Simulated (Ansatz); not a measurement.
Data:

KPH2SO3 (space group Cm)

Space group Cm (No. 8); a = 6.515 Å, b = 6.311 Å, c = 5.922 Å, α = γ = 90.00°, β = 109.53°

```
atom  site  symmetry       x       y       z
----  ----  --------  ------  ------  ------
K       2a         m  0.3441  0.5000  0.6102
H       4b         1  0.0177  0.1908  0.1912
P       2a         m  0.3443  0.0000  0.1103
S       2a         m  0.3901  0.0000  0.7972
O       2a         m  0.1056  0.0000  0.0956
O       4b         1  0.4574  0.1950  0.2731
```
(The calculation used a cell of 8 atoms; values per cell refer to that cell.)

This relaxed cell (volume V₀) is scaled evenly in all directions, its shape held. The atoms relax within the cell's symmetry.

Method: r2SCAN (plane waves to 500 eV, PAW, scalar-relativistic; Ansatz, an electronic-structure program). k mesh 8×8×6 (Γ-centred), Fermi-Dirac smearing 0.05 eV. The energy includes the smearing's −TS. Stress and pressure are positive under compression. With the shape held, the modulus is that of even scaling; a crystal free to change shape is softer. KPH2SO3 was relaxed with its symmetry unable to fall. ΔE is measured from the relaxed starting cell.

The scan covers V/V₀ from 0.840 to 1.160 in 13 points.

### Question
What is ΔE at V/V₀ = 0.840?

### Answer
45.4 meV/atom.

### Question
What is ΔE at V/V₀ = 1.160?

### Answer
21.1 meV/atom.

### Question
What pressure does the cell carry at V/V₀ = 0.840?

### Answer
7.75 GPa.

(A scan under strain: stresses follow from slopes of the energy per volume, elastic moduli from its curvatures.)
